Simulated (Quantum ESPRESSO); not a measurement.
pw.x input (Quantum ESPRESSO 7.5; PBE, PseudoDojo standard norm-conserving files, scalar-relativistic):

```
&CONTROL
  calculation = 'scf'
  pseudo_dir = './pseudo'
  outdir = './out'
  tprnfor = .true.
  tstress = .true.
/
&SYSTEM
  ibrav = 0
  nat = 2
  ntyp = 2
  ecutwfc = 86.0
  ecutrho = 344.0
  occupations = 'smearing'
  smearing = 'fd'
  degauss = 0.002
  nbnd = 19
/
&ELECTRONS
  conv_thr = 2e-10
/
ATOMIC_SPECIES
Se 78.9710 Se.upf
Pb 207.2000 Pb.upf
CELL_PARAMETERS angstrom
  0.000000000000   3.090825000000   3.090825000000
  3.090825000000   0.000000000000   3.090825000000
  3.090825000000   3.090825000000   0.000000000000
ATOMIC_POSITIONS crystal
Se   0.500000000000   0.500000000000   0.500000000000
Pb   0.000000000000   0.000000000000   0.000000000000
K_POINTS automatic
8 8 8 0 0 0
```

End of the output:

```
     total energy              =    -382.32520574 Ry
     estimated scf accuracy    <       0.00000001 Ry
     total energy              =    -382.32520575 Ry
     estimated scf accuracy    <          4.5E-09 Ry
     total energy              =    -382.32520575 Ry
     estimated scf accuracy    <          7.1E-10 Ry
[...]
     the Fermi energy is     9.1829 ev
!    total energy              =    -382.32520575 Ry
     estimated scf accuracy    <          6.9E-11 Ry
     smearing contrib. (-TS)   =      -0.00000042 Ry
     internal energy E=F+TS    =    -382.32520533 Ry
     The total energy is F=E-TS. E is the sum of the following terms:
     one-electron contribution =    -176.92477073 Ry
     hartree contribution      =     101.24096606 Ry
     xc contribution           =     -87.44605064 Ry
     ewald contribution        =    -219.19535002 Ry
     convergence has been achieved in  10 iterations
     Forces acting on atoms (cartesian axes, Ry/au):
     atom    1 type  1   force =    -0.00000000    0.00000000    0.00000000
     atom    2 type  2   force =     0.00000000   -0.00000000   -0.00000000
     Total force =     0.000000     Total SCF correction =     0.000000
     Computing stress (Cartesian axis) and pressure
          total   stress  (Ry/bohr**3)                   (kbar)     P=        7.43
   0.00005051  -0.00000000  -0.00000000            7.43       -0.00       -0.00
  -0.00000000   0.00005051   0.00000000           -0.00        7.43        0.00
   0.00000000  -0.00000000   0.00005051            0.00       -0.00        7.43
```
In a gapped system the printed Fermi energy is only some level inside the gap.

Spin-orbit coupling is not included.

Geometry of the Materials Project entry, not relaxed at this level.
